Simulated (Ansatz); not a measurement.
Starting cell, ScIr (CsCl type):

```
ScIr
1.0
    6.32414     0.00000     0.00000
    0.00000     3.16207     0.00000
    0.00000     0.00000     3.16207
Sc Ir
2 2
Direct
  0.25000   0.50000   0.50000
  0.75000   0.50000   0.50000
  0.00000   0.00000   0.00000
  0.50000   0.00000   0.00000
```

The atoms are displaced by Q × the pattern below (from a DFPT mode at X = (0.5, 0.0, 0.0), largest move 1; Q in Å), at fixed cell. (q is in reciprocal vectors of the primitive cell; the cell shown is doubled to hold the pattern.)

```tsv
atom	x	y	z
Ir3	1.000	0.000	0.000
Ir4	-1.000	0.000	0.000
```

Atoms not listed stay in place.

Method: LDA (plane waves to 420 eV, PAW, scalar-relativistic; Ansatz, an electronic-structure program). k mesh 8×15×15 (Γ-centred), Fermi-Dirac smearing 0.05 eV. The energy includes the smearing's −TS. With partly filled bands, energies and forces of such displacements shift with the k mesh and the smearing. ScIr is run without spin polarisation. ScIr was relaxed with its symmetry unable to fall. Spin-orbit coupling is left out, though Ir is heavy. The zero of ΔE is the undisplaced structure.

| Q (Å) | ΔE (meV/cell) |
|---|---|
| -0.100 | 132 |
| -0.067 | 58 |
| -0.033 | 15 |
| 0.000 | 0 |
| 0.033 | 15 |
| 0.067 | 58 |
| 0.100 | 132 |

**Question.** Which DFPT wavenumber at X = (0.5, 0.0, 0.0) belongs to this mode?
(A) 136 cm⁻¹
(B) 186 cm⁻¹
(C) 348 cm⁻¹

**Answer.** A, 136 cm⁻¹. The curvature of the scan gives 136 cm⁻¹

(A displaced cell: forces are minus the slopes of the energy, force constants its curvatures, and phonons follow from these.)
